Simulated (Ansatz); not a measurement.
**HfPt3, a database entry at a rescaled volume**

```
CELL_PARAMETERS angstrom
5.63158 0.00000 0.00000
-2.81579 4.87709 0.00000
0.00000 0.00000 9.20078
ATOMIC_POSITIONS crystal
Pt 0.50000 0.00000 0.00000
Pt 0.50000 0.50000 0.50000
Pt 0.00000 0.50000 0.00000
Pt 0.50000 0.00000 0.50000
Pt 0.50000 0.50000 0.00000
Pt 0.00000 0.50000 0.50000
Hf 0.33330 0.66670 0.25000
Hf 0.66660 0.33330 0.75000
Hf 0.00000 0.00000 0.00000
Hf 0.00000 0.00000 0.50000
Pt 0.83300 0.66600 0.25000
Pt 0.16700 0.83300 0.75000
Pt 0.33400 0.16700 0.25000
Pt 0.16700 0.33400 0.75000
Pt 0.83300 0.16700 0.25000
Pt 0.66600 0.83300 0.75000
```

The numbers come from plane-wave PAW DFT (Ansatz): PBEsol, no spin polarisation, 420 eV, 7×7×4 Γ-centred k points, fermi-dirac occupations (width 0.1 eV). Nothing was relaxed.

Is it stable against the elements?

-1.09 eV an atom against the elements' usual phases (free molecules for gases, crystals otherwise, with no correction for O₂ or N₂), so it is bound against them; other compounds may still compete. Relaxing would lower it.

Metal or insulator?

It is a metal, with about 1.7 states/eV a cell as the mean within 0.25 eV of the Fermi level, mostly Pt d (60 %), Pt s (13 %) and Hf d (13 %).

Where is the largest force?

The largest is on Pt12 (and as large on other atoms): 0.59 eV/Å, components (0.51, -0.29, 0.00). It makes 30° with the line to a nearest neighbour, Pt16 at 2.81 Å, pointing towards it.

Which element gives electrons and which takes them?

Bader charges in e: Hf +1.87, Pt -0.62. In the mean Hf gives up most and Pt takes most.

What do density and ELF say about some of the short contacts?

Pt–Pt at 2.81 Å: least valence density 0.37 e/Å³ and ELF 0.30 there. Hf–Pt at 2.82 Å: least valence density 0.31 e/Å³ and ELF 0.22 there. These are pseudo-fields; inside the PAW spheres they differ from the all-electron ones.

What does the stress say?

The pressure is 0.7 GPa (compression positive), so with the atoms held at these fractions the cell would first expand.

Origin: a database entry at a rescaled volume.
